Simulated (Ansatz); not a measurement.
Ti (Fm-3m), stationary points along a deformation path

Computed with DFT PBEsol, scalar-relativistic, plane waves, PAW in Ansatz. The runs took a 420 eV cutoff, a Γ-centred 22×22×22 mesh and Gaussian smearing (0.15 eV). No spin polarisation. Energies are free energies at this smearing, counted from the undisturbed cell; pressure is positive in compression.

The starting cell (as given, not relaxed at this level; it stands at -0.3 GPa; this fcc form isn't the usual structure):

```
Ti
1.0
     0.00000    2.03000    2.03000
     2.03000    0.00000    2.03000
     2.03000    2.03000    0.00000
Ti
1
Direct
  0.00000 0.00000 0.00000
```

At fixed volume and fractional coordinates, lengths along (0.000, 0.000, 1.000) are scaled against those across it; ρ is that ratio over its starting value. V = 16.731 Å³/atom. Δσ is the stress along the axis less the mean stress across it (compression positive).

```
    ρ  ΔE (meV/atom)  Δσ (GPa) space group
0.650           38.5     -2.41       I4/mmm
0.707           45.7      0.00        Im-3m
0.780           39.8      1.75       I4/mmm
0.850           24.6      3.14       I4/mmm
0.920            7.9      2.55       I4/mmm
0.960            2.0      1.38       I4/mmm
1.000            0.0      0.00        Fm-3m
1.050            2.8     -1.61       I4/mmm
1.100           10.0     -2.77       I4/mmm
1.200           34.5     -5.54       I4/mmm
1.300           74.8     -9.23       I4/mmm
1.414          144.2    -15.17       I4/mmm
1.500          220.5    -22.19       I4/mmm
```

**Question.** How does the stress give the slope of the energy, and where is the energy stationary?

**Answer.** Along the path d ln(length) is 2/3 d ln ρ on the axis and −1/3 d ln ρ across it, so dE/d ln ρ = −(2/3) V Δσ: the energy falls with ρ where Δσ is positive. Δσ vanishes or changes sign at ρ = 0.707 (Im-3m), a maximum at 45.7 meV/atom; at ρ = 1.000 (Fm-3m), a minimum at 0.0 meV/atom. Pairs of stationary points between two samples would go unseen, and could change a minimum read from distant neighbours into a maximum. At ρ = 0.707, 1.000 the cell is cubic, where symmetry alone makes the stress isotropic and the slope zero.

**Question.** Which shear constant sets the curvature at ρ = 1?

**Answer.** For a cubic crystal E/V = (2/3) C (ln ρ)² with C = C′ = (C11 − C12)/2, so Δσ = −2C ln ρ. The parabola of Δσ against ln ρ through ρ = 0.960, 1 and 1.050 gives C ≈ 16.8 GPa with the ions clamped, rough because the steps are large.

**Question.** Integrate that slope from ρ = 1 to 0.850 by the trapezoid rule.

**Answer.** With V/N in Å³ and 1 eV/Å³ = 160.2 GPa the slopes at ρ = 1.000, 0.960, 0.920, 0.850 are 0, -96, -177, -219 meV/atom per unit of ln ρ. The steps add 2.0 + 5.8 + 15.7 = 23.4 meV/atom, against 24.6 from the energies; the trapezoid rule misses the curvature of the slope within each step.

In a metal these slopes depend on the k mesh and the smearing.